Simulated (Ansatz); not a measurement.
Cu₂Te:
```xyz
6
Lattice="4.2434 0.0000 0.0000 -2.1217 3.6749 0.0000 0.0000 0.0000 8.4750" Properties=species:S:1:pos:R:3 pbc="T T T"
Cu     2.1217     1.2250     1.2662
Cu     0.0000     2.4499     7.2088
Cu     0.0000     2.4499     1.2662
Cu     2.1217     1.2250     7.2088
Te     0.0000     0.0000     2.2499
Te     0.0000     0.0000     6.2251
```

Relaxed with r²SCAN+D4.

Problem. Map the electron localisation function on the plane through (0.667, 0.333, 0.149) spanned by u = [0, 0, 1] and v = [1, -1, 0] in lattice vectors, from plane-wave PAW r²SCAN+D4 (Ansatz code).

Solution. x is the fraction of u, y of v (the angle between them is 90°; rows are the nearest grid lines); atoms in the plane: Cu at (0.00, 0.00), Cu at (0.70, 0.67), Cu at (0.00, 0.67), Cu at (0.70, 0.00), Te at (0.12, 0.33), Te at (0.59, 0.33).
```
|@%+::...            ...::=%@@+::.:.::+%@|
|+=-:....            ....::=+=-:..:..::=+|
|:::.....            .....:::::...:...:::|
|:...:...            ...:...:::::::::::::|
|:::::...            ...:::::::::::::::::|
|........            ............:::.....|
|=-::....            ....::-=-::..:..::-=|
|%*-:....            ....:-*%*-::.:..:-*%|
|@%=::...            ....:=%@%=::.:.::=%@|
|#+-:....            ....:-+#+-:..:..:-+#|
|.....::::..       ..:::.................|
|::-=++***++-.   .-++**++=-::...........:|
|=+++++**##*+:   :+*#**+++++=-::.. ..::-=|
|*+==-==+*#%#=. .=#%#+==-==+*+=:.   .:=+*|
|==:    :+*#%*: .*%%*:    :==++-.   .-++=|
|=-.  . .=*#%*: :*%#*. .  .-=++-.   .-++=|
|==:    :+*#%*: .*%#*:    :==++-.   .-++=|
|+=-.  .-+*%%+. .+%%*=.  .-=+++-.   .-+++|
|*+++==++*#%#=. .=#%#*++=+++*+=:.   .:=+*|
|:-=++*****+=.   .=+****++=-:::.......:::|
|..:-======-:     :-=====-:..............|
|:::.......         ......:::::.......:::|
|+=::....            ....::=+=-:..:..:-=+|
|@%+::...            ...::=%@@+::.:.::+%@|
```
Scale: ten equal steps from -0.003 (start of ' ') to 0.931 (end of '@'), in the order ' .:-=+*#%@'; x runs from 0.000 to 1.00, y from 0.000 (bottom) to 1.00 (top).

The density is the valence pseudo-density with augmentation charge, so density and ELF within about 1 Å of a nucleus are not all-electron values.

Space group P6/mmm. The workflow started from a Materials Project entry (that database holds measured and hypothetical structures alike); the Crystallography Open Database copy checked does not list it. Whether it is the stable phase at ambient conditions was not checked. The cell was relaxed with r²SCAN+D4 under the symmetry of its start; its stability against distortions is not shown here. No spin polarisation was allowed. Scalar-relativistic: spin–orbit coupling is off unless named, which matters more the heavier the elements.

Potentials: the later of the program's two PAW sets.
